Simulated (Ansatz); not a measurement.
CdTe (CsCl type, space group No. 221) under volume change, r²SCAN (plane waves, PAW; program Ansatz), scaled uniformly.

```csv
V (Å³/atom),E − E(relaxed) (meV/atom),P (GPa)
24.352,40.7,5.96
25.155,16.9,3.60
25.958,4.0,1.63
26.761,0.0,0.00
27.564,…,…
28.366,…,…
29.169,28.2,-3.44
```

Q: Fill in the missing entries.

A: 
- 28.366, E − E(relaxed) (meV/atom): 13.3
- 28.366, P (GPa): -2.49
- 27.564, E − E(relaxed) (meV/atom): 3.5
- 27.564, P (GPa): -1.36

Q: What does a third-order Birch–Murnaghan fit give for V₀, B₀ and B′?

A: V₀ = 26.76 Å³/atom, B₀ = 49.7 GPa, B′ = 5.1.

Space group Pm-3m (CsCl type). A made-up cell: these elements were put on the sites of a structure type; neither database checked (COD, Materials Project) lists it. It is not the phase usual at ambient conditions (space group No. 216). Symmetry was held in the r²SCAN relaxation. At this level the phase is mechanically unstable. Spin–orbit coupling is left out wherever it is not named.

Potentials: the later of the program's two PAW sets.
